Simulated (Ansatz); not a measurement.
## Ba₆LiNb₂IrCl₂O₁₂: do the settings matter for the field gradients?

This input was run with Ansatz:

```yaml
crystal:
  lattice:
    - [5.4403542424, -2.9229694233, 0.0]
    - [5.4403542424, 2.9229694233, 0.0]
    - [-0.7907676624, 0.0, 15.2332555947]
  atoms:
    - { symbol: Ba, position: [0.327144, 0.327144, 0.631247] }
    - { symbol: Ba, position: [0.330042, 0.330042, 0.212614] }
    - { symbol: Ba, position: [0.681268, 0.681268, 0.362528] }
    - { symbol: Ba, position: [0.640961, 0.640961, 0.080615] }
    - { symbol: Ba, position: [0.298665, 0.298665, 0.960664] }
    - { symbol: Ba, position: [0.705653, 0.705653, 0.783754] }
    - { symbol: Li, position: [0.465812, 0.465812, 0.829332] }
    - { symbol: Nb, position: [0.9980345, 0.9980345, 0.185362] }
    - { symbol: Nb, position: [0.0134905, 0.0134905, 0.815351] }
    - { symbol: Ir, position: [0.9976845, 0.9976845, 0.997393] }
    - { symbol: Cl, position: [0.673967, 0.673967, 0.575348] }
    - { symbol: Cl, position: [0.3309605, 0.3309605, 0.420559] }
    - { symbol: O, position: [0.159414, 0.690948, 0.083941] }
    - { symbol: O, position: [0.330963, 0.833463, 0.242637] }
    - { symbol: O, position: [0.170755, 0.678996, 0.751774] }
    - { symbol: O, position: [0.833463, 0.330963, 0.242637] }
    - { symbol: O, position: [0.84478, 0.84478, 0.24242] }
    - { symbol: O, position: [0.822887, 0.315434, 0.910244] }
    - { symbol: O, position: [0.167008, 0.167008, 0.76005] }
    - { symbol: O, position: [0.315434, 0.822887, 0.910244] }
    - { symbol: O, position: [0.849426, 0.849426, 0.910786] }
    - { symbol: O, position: [0.690948, 0.159414, 0.083941] }
    - { symbol: O, position: [0.678996, 0.170755, 0.751774] }
    - { symbol: O, position: [0.1506065, 0.1506065, 0.089598] }
kpoints:
  mp_grid: { grid: [5, 5, 2] }
scf:
  occupations: { method: gaussian, width: 0.01 }
  mixing: { algorithm: anderson, beta: 0.9, ndim: 2 }
hamiltonian:
  xc: pbesol
  pseudopotentials: { kind: paw }
output:
  forces: true
  stress: true
  populations: true
  efg:
    quadrupole_moments_barn:
      Ba: 0.236
      Li: -0.0401
      Nb: -0.32
      Ir: 0.751
      Cl: -0.08112
      O: -0.02558
    contact_densities: true
```

```sh
ansatz run input.yaml --threads 2 --pin off --max-ram 5120MiB --backend cpu --events-out ev --progress --plain --runs-dir out
```

It converged. Of its output the block on the nuclei alone is shown, without the SCF iterations, energies, forces and stress (one atom of each set, the first 14 sets):

```
--- PAW observables at the nuclei: V_zz in 10²¹ V/m², potentials from the cell's mean, atoms counted from 1 ---
  atom   1  Ba V_zz =   -15.518461   η = 0.3186   by run symmetry: allowed   C_q = -88.5554 MHz
            electrostatic potential = -9622.148331 V   contact ρ = 2062633.963992 e/Å³
  atom   2  Ba V_zz =    -1.323724   η = 0.7968   by run symmetry: allowed   C_q = -7.5538 MHz
            electrostatic potential = -9622.691829 V   contact ρ = 2062632.456454 e/Å³
  atom   3  Ba V_zz =   -14.960033   η = 0.2179   by run symmetry: allowed   C_q = -85.3688 MHz
            electrostatic potential = -9622.335494 V   contact ρ = 2062634.971651 e/Å³
  atom   4  Ba V_zz =    -4.934141   η = 0.4300   by run symmetry: allowed   C_q = -28.1565 MHz
            electrostatic potential = -9622.735066 V   contact ρ = 2062630.588867 e/Å³
  atom   5  Ba V_zz =   +11.162979   η = 0.4302   by run symmetry: allowed   C_q = +63.7010 MHz
            electrostatic potential = -9622.649281 V   contact ρ = 2062634.970057 e/Å³
  atom   6  Ba V_zz =    +6.988355   η = 0.9140   by run symmetry: allowed   C_q = +39.8787 MHz
            electrostatic potential = -9622.768432 V   contact ρ = 2062635.011431 e/Å³
  atom   7  Li V_zz =    +0.654313   η = 0.0698   by run symmetry: allowed   C_q = -0.6344 MHz
            electrostatic potential = -170.472604 V   contact ρ = 93.026966 e/Å³
  atom   8  Nb V_zz =    +6.014426   η = 0.0936   by run symmetry: allowed   C_q = -46.5370 MHz
            electrostatic potential = -6133.130180 V   contact ρ = 540054.996811 e/Å³
  atom   9  Nb V_zz =    +6.177829   η = 0.1734   by run symmetry: allowed   C_q = -47.8014 MHz
            electrostatic potential = -6132.949391 V   contact ρ = 540054.631283 e/Å³
  atom  10  Ir V_zz =   +13.022735   η = 0.8535   by run symmetry: allowed   C_q = +236.4811 MHz
            electrostatic potential = -15776.943438 V   contact ρ = 11151935.166301 e/Å³
  atom  11  Cl V_zz =    -0.812875   η = 0.2134   by run symmetry: allowed   C_q = +1.5944 MHz
            electrostatic potential = -1777.643681 V   contact ρ = 24016.592104 e/Å³
  atom  12  Cl V_zz =    -0.912370   η = 0.6885   by run symmetry: allowed   C_q = +1.7896 MHz
            electrostatic potential = -1777.648414 V   contact ρ = 24016.546008 e/Å³
  atom  13  O  V_zz =    +8.529735   η = 0.3385   by run symmetry: allowed   C_q = -5.2758 MHz
            electrostatic potential = -623.405793 V   contact ρ = 2144.199349 e/Å³
  atom  14  O  V_zz =    -2.258591   η = 0.6676   by run symmetry: allowed   C_q = +1.3970 MHz
            electrostatic potential = -623.659508 V   contact ρ = 2144.811211 e/Å³
```

(1) Can these gradients be trusted, and how do they compare with a run on standard settings?

Answers

(1) As results of these settings, within the limits told below. Against the standard input the change is `hamiltonian.xc`: pbe → pbesol; `scf.mixing.algorithm`: not typed → anderson; `scf.mixing.beta`: not typed → 0.9; `scf.mixing.ndim`: not typed → 2; `scf.occupations.method`: fermi_dirac → gaussian; `scf.occupations.width`: 0.02 → 0.01. A site carries the number of its first atom; V_zz in 10²¹ V/m².

```json
{"site": "Ba1", "atom": "1", "V_zz standard": "-15.93", "η standard": "0.32", "V_zz here": "-15.52", "η here": "0.32"}
{"site": "Ba3", "atom": "3", "V_zz standard": "-15.34", "η standard": "0.23", "V_zz here": "-14.96", "η here": "0.22"}
{"site": "Ba4", "atom": "4", "V_zz standard": "-5.12", "η standard": "0.42", "V_zz here": "-4.93", "η here": "0.43"}
{"site": "Ba6", "atom": "6", "V_zz standard": "6.83", "η standard": "0.93", "V_zz here": "6.99", "η here": "0.91"}
{"site": "Li", "atom": "7", "V_zz standard": "0.67", "η standard": "0.07", "V_zz here": "0.65", "η here": "0.07"}
{"site": "Nb8", "atom": "8", "V_zz standard": "5.92", "η standard": "0.09", "V_zz here": "6.01", "η here": "0.09"}
{"site": "Nb9", "atom": "9", "V_zz standard": "6.19", "η standard": "0.18", "V_zz here": "6.18", "η here": "0.17"}
{"site": "Ir", "atom": "10", "V_zz standard": "12.72", "η standard": "0.88", "V_zz here": "13.02", "η here": "0.85"}
{"site": "Cl11", "atom": "11", "V_zz standard": "-0.71", "η standard": "0.03", "V_zz here": "-0.81", "η here": "0.21"}
{"site": "Cl12", "atom": "12", "V_zz standard": "-0.76", "η standard": "0.54", "V_zz here": "-0.91", "η here": "0.69"}
{"site": "O17", "atom": "17", "V_zz standard": "1.50", "η standard": "0.85", "V_zz here": "1.62", "η here": "0.78"}
{"site": "O21", "atom": "21", "V_zz standard": "7.56", "η standard": "0.44", "V_zz here": "7.46", "η here": "0.44"}
```

The largest change of V_zz is on Ba1, from -15.93 to -15.52. In per cent, |V_zz| changes by -4 to +2 on Ba, -2 on Li, 0 to +2 on Nb, +2 on Ir, +14 to +19 on Cl, -1 to +7 on O (all sites that start above 0.5). Where |V_zz| stays above 0.1, η moves most on Cl11, from 0.03 to 0.21. The table leaves out 8 of the 20 sites, with |V_zz| up to 11.31; their tensors move by 0.17 at most along any direction. The statements above cover all sites. Its pressure is -6 GPa, against -2 GPa in the reference run. SCF iterations: 11 and 32.

On the reference run: The largest force is 0.6 eV/Å, so the atoms aren't at the calculated equilibrium and relaxing them would move these values. A computed database structure should lie near equilibrium, so this entry is doubtful. Spin–orbit coupling is left out, which shifts gradients on Ir by a few per cent, and by more where contributions nearly cancel. With these PAW files V_zz is typically within 2 to 3 % of all-electron values, but misses above 10 % occur on Li.
